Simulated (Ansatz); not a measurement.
Input file for Ansatz (a program for electronic structure):

Ansatz 0.2 input:
```yaml
crystal:
  lattice:
    - [3.7424095628, 0.0, 0.0]
    - [-1.8712047814, 3.2410217527, 0.0]
    - [0.0, 0.0, 7.1869331862]
  atoms:
    - { symbol: In, position: [0.6666666667, 0.3333333333, 0.8082135827] }
    - { symbol: In, position: [0.3333333333, 0.6666666667, 0.1917864173] }
    - { symbol: Te, position: [0.0, 0.0, 0.5] }
    - { symbol: O, position: [0.6666666667, 0.3333333333, 0.1191821141] }
    - { symbol: O, position: [0.3333333333, 0.6666666667, 0.8808178859] }
kpoints:
  mp_grid: { grid: [13, 13, 6] }
hamiltonian:
  xc: pbesol
  pseudopotentials: { azcp: { folder: ./paw }, kind: paw }
scf:
  occupations: { method: fermi_dirac, width: 0.1 }
phonons:
  method: dfpt
  response_accuracy: low
  eigenvectors: true
  rigid_motions: translations
```

Output (shortened):

```
zone centre: on kpoints.mp_grid the ground state, and the responses unless they are solved on pairs of k-points, stand on 280 of the mesh's 1014 k-points, …
Pseudopotentials: kind: paw
Pseudopotential: In, paw, valence charge 13
Pseudopotential: Te, paw, valence charge 16
Pseudopotential: O, paw, valence charge 6
Functional definition: PBEsol
Crystal: 5 atoms, lattice volume = 87.172 Å³
Basis set: ecut = 420 eV, 1717 PW (Γ), exchange–correlation on 54×54×100 points (8 copies of the dense FFT grid, shifted against one another)
Bands: 33, of which v1, the nominal top of the filled ones, is band 27 counted from 1 (26 counted from 0)
Symmetry: 12 space group operations
k-points: 280 of 1014 (irreducible under 2 space group operations, time reversal used)
PAW frozen core: In, regenerated for the run's functional, and the local potential with it
PAW frozen core: Te, regenerated for the run's functional, and the local potential with it
PAW frozen core: O, regenerated for the run's functional, and the local potential with it
Initial density: superposition of atomic densities (chi_scale 0.1, normalization cell, long waves 2 % of neutral atoms (reshape's long-wave potential 1.02 eV rms, cloud 2.08 Å wide))
Initial wavefunctions: pseudopotential atomic-orbital guess
Eigensolver: davidson
Functional: x = pbesol(κ = 0.804, μ = 0.12345679012345678), c = pbesol(β = 0.046)
SCF iter   1: F=—  HF=-19077.164417 eV  |F-HF|=—  |Δ(HF+E_count)|=         —  Δρ=9.21e-2  dr2=1.81e1  ethr=3.10e-3  ⟨swp⟩=7.9  Hψ=47871  notcnv=0  defer=5
all-band conjugate gradients solve this SCF's bands
preconditioner: auto → Resta (q_TF=auto, 2.519 Å⁻¹)
SCF iter   2: F=—  HF=-19074.779287 eV  |F-HF|=—  |Δ(HF+E_count)|=    2.39e0  Δρ=3.70e-2  dr2=4.15e0  ethr=3.10e-3  ⟨swp⟩=4.2  Hψ=20227  notcnv=0  defer=110
preconditioner: auto → Kerker (q_TF=auto, 2.519 Å⁻¹)
SCF iter   3: F=—  HF=-19074.041228 eV  |F-HF|=—  |Δ(HF+E_count)|=   7.38e-1  Δρ=6.41e-3  dr2=1.05e-1  ethr=3.10e-3  ⟨swp⟩=3.9  Hψ=16969  notcnv=0  defer=62
SCF iter   4: F=—  HF=-19074.025768 eV  |F-HF|=—  |Δ(HF+E_count)|=   1.55e-2  Δρ=3.30e-3  dr2=1.99e-2  ethr=1.94e-4  ⟨swp⟩=2.5  Hψ=11883  notcnv=0  defer=3
SCF iter   5: F=—  HF=-19074.023030 eV  |F-HF|=—  |Δ(HF+E_count)|=   2.74e-3  Δρ=8.62e-4  dr2=1.50e-3  ethr=3.69e-5  ⟨swp⟩=2.8  Hψ=16698  notcnv=0  defer=3
SCF iter   6: F=—  HF=-19074.023280 eV  |F-HF|=—  |Δ(HF+E_count)|=   2.50e-4  Δρ=3.42e-4  dr2=1.59e-4  ethr=2.78e-6  ⟨swp⟩=2.0  Hψ=15711  notcnv=0  defer=3
SCF iter   7: F=—  HF=-19074.023373 eV  |F-HF|=—  |Δ(HF+E_count)|=   9.32e-5  Δρ=1.19e-4  dr2=2.01e-5  ethr=2.94e-7  ⟨swp⟩=2.0  Hψ=16851  notcnv=0  defer=3
SCF iter   8: F=—  HF=-19074.023378 eV  |F-HF|=—  |Δ(HF+E_count)|=   4.61e-6  Δρ=3.32e-5  dr2=1.31e-6  ethr=3.73e-8  ⟨swp⟩=2.7  Hψ=17182  notcnv=0  defer=3
SCF iter  13: F=-19074.023380 eV  HF=-19074.023380 eV  |F-HF|=7.28e-12  |Δ(HF+E_count)|=  7.28e-12  Δρ=8.95e-8  dr2=7.17e-12  ethr=1.00e-12  ⟨swp⟩=5.4  Hψ=48371  notcnv=0
SCF 1 converged in 13 iterations: F = -19074.023380 eV  dr2 = 7.17e-12
DFPT response loops at Γ: preconditioner auto → Kerker (q_TF=auto, 2.519 Å⁻¹) (partly filled bands, converged f_vac=0.016) …
SCF converged after 13 iterations
Free energy (F): -19074.023380 eV
Harris-Foulkes:  -19074.023380 eV  (|F-HF|=7.28e-12)
Internal energy: -19073.979841 eV  (E = F + TS)
E sigma→0 (E₀):  -19074.001610 eV
Entropy (-TS):   -0.043539 eV (-8.708 meV/atom)
Fermi energy:    11.336608 eV
--- Per-component energies (eV) ---
  E_band       = -224.040019
  E_kinetic    = 948.014214
  E_local      = -3948.216480  (includes V_loc(G=0)·N_el)
  E_nonlocal   = 833.775193
  E_hartree    = 1723.352529
  E_xc         = -544.389321
  E_vxc        = -460.730511  (∫ρ·V_xc dr)
  E_paw        = -13188.173705  (= ΣΔE_a)
  E_vpaw       = -1043.589380  (= ΣTr[D̂ρ^β])
  E_aug_tail   = 0.001847  (compensation charges beyond the density's cutoff)
  E_ewald      = -4899.261312
  E_core_change = 0.917194  (= ΣΔE_core)
  E_smearing   = -0.043539  (= −TS)
  E_closure    = 0.000000  (closes the sum)
  Σ components = -19074.023380   (vs F -19074.023380, Δ=0.00e0)
  [band-id]    e_kinetic+e_local+e_nonlocal+2·e_hartree+e_vxc+e_vpaw+e_augmentation_tail = -224.040059   (vs E_band -224.040019, Δ=-4.07e-5)
--- Band table (eV; the first three rows and the last of 280) ---
  k-point 0: bands = ["-25.4150", "-25.4009", "-25.4009", "-25.3653", "-25.3653", "-8.2930", "-7.5151", "-3.6706", "-3.6706", "-3.6062", "-3.6062", "-3.5959", "-3.3862", "-3.3862", "-3.3373", "-3.3373", "-2.7319", "-1.1227", "4.1547", "6.6086", "7.1345", "7.1345", "8.0386", "8.0386", "8.8057", "9.3403", "11.8280", "11.8280", "13.9721", "15.9734", "17.4826", "17.4826", "17.8528"]
  k-point 1: bands = ["-25.4150", "-25.4009", "-25.4009", "-25.3653", "-25.3653", "-8.2909", "-7.5163", "-3.6720", "-3.6720", "-3.6054", "-3.6054", "-3.5921", "-3.3859", "-3.3859", "-3.3368", "-3.3368", "-2.7653", "-1.0904", "4.2730", "6.5792", "7.1352", "7.1352", "7.9572", "8.0380", "8.0380", "10.2640", "11.8284", "11.8284", "13.8136", "15.9731", "17.1348", "17.1348", "18.0036"]
  k-point 2: bands = ["-25.4150", "-25.4009", "-25.4009", "-25.3653", "-25.3653", "-8.2866", "-7.5187", "-3.6748", "-3.6748", "-3.6040", "-3.6040", "-3.5837", "-3.3853", "-3.3853", "-3.3359", "-3.3359", "-2.8295", "-1.0297", "4.5819", "6.4122", "7.1365", "7.1365", "7.1959", "8.0367", "8.0367", "11.3404", "11.8293", "11.8293", "13.3661", "15.9758", "16.8235", "16.8235", "17.7858"]
  k-point 279: bands = ["-25.4105", "-25.4038", "-25.4023", "-25.3633", "-25.3580", "-7.9443", "-7.6335", "-3.6012", "-3.5255", "-3.5158", "-3.4703", "-3.4551", "-3.3981", "-3.3577", "-3.3447", "-3.0794", "-2.7759", "0.3328", "4.1968", "4.4689", "5.4360", "6.8715", "6.8848", "7.5346", "8.1145", "9.0541", "9.4319", "12.3966", "13.1504", "15.4534", "15.7138", "17.5407", "18.3030"]
  band table: 33 of 33 bands, residual norms ≤ 1.0e-3 eV
--- Phonons (Γ-DFPT): 6 representative perturbations + reference, on 280 of 1014 k-points (Σ response iterations 18) ---
  k mesh reduced under 2 symmetry operations, with k and −k counted as one. Each operation leaves every solved perturbation unchanged …
  ASR residual: 9.440e-5 → 0.000e0 eV/Å²; symmetrization residual: 6.158e-5 eV/Å²
  ASR residual per site (eV/Å²): 9.57e-6 9.57e-6 3.20e-5 9.44e-5 9.44e-5
  Γ frequencies (cm⁻¹): 0.00 0.00 0.00 38.53 38.53 100.19 100.19 119.94 176.36 325.20 331.18 331.18 397.15 397.15 437.39
  non-analytic LO–TO correction: not included (Born effective charges unavailable; polar crystals: no LO–TO splitting at Γ)
```

Cost: about 6 core-minutes (a rough figure) on shared cores.

Space group P-3m1. The start of the workflow was typed in or built on a structure type; neither database checked (COD, Materials Project) lists it. Its standing as an ambient phase is unchecked. The PBEsol relaxation kept the symmetry of its start; its stability against distortions is not shown here. As this level gives no gap, phonon frequencies hold no LO–TO term and depend on the k-mesh and smearing (Fermi–Dirac, 0.1 eV here). Spin–orbit coupling is left out wherever it is not named.

Potentials: the earlier of the program's two PAW sets. The files were generated under PBE; for other functionals the program regenerates the frozen cores, and for LDA and PBEsol the local potential too.

Ansatz is a plane-wave DFT program.
